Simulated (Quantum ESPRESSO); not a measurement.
```
KI
1.0
    0.00000     3.50204     3.50204
    3.50204     0.00000     3.50204
    3.50204     3.50204     0.00000
K I
1 1
Direct
  0.00000   0.00000   0.00000
  0.50000   0.50000   0.50000
```

Cell and atoms were relaxed with PBEsol from Materials Project entry mp-22898, within its symmetry.

Q: What does norm-conserving PBEsol (Quantum ESPRESSO, 74 Ry, no spin-orbit coupling) give for the electronic structure near the Fermi level?

A: The PBEsol gap is direct, 3.87 eV at Γ. Without spin-orbit coupling, band edges of such heavy elements can be off by tenths of an eV.
